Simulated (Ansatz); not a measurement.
GaAs in space group P4_2/mnm (No. 136; Ga on 4g, As on 4f), the program Ansatz at the PBE level (PAW), all energies at zero smearing, with the estimated change up to a 700 eV cutoff added, with one set of potentials and settings (totals compare only within such a set). Cell of 8 atoms (4 Ga, 4 As): -34558.877 eV.

| element | reference phase | E (eV/atom) |
|---|---|---|
| Ga | Cmce, 4 atoms in the cell | -3783.0209 |
| As | R-3m, 2 atoms in the cell | -4856.1377 |

Formation energy per atom, worked out: (-34558.877 − 4×(-3783.0209) − 4×(-4856.1377))/8 = -0.280 eV/atom (-27 kJ per mol of atoms), at 0 K, without zero-point energy or fitted corrections.

The start of the workflow was typed in or built on a structure type; neither database checked (COD, Materials Project) lists it. It is not the phase usual at ambient conditions (space group No. 216). The cell was relaxed with PBE under the symmetry of its start; whether a distortion lowers the energy is not shown. The volume moved by 22 % from the start of the relaxation. The references are the lowest solids computed at this level, not always the standard phases.

Potentials: the later of the program's two PAW sets.
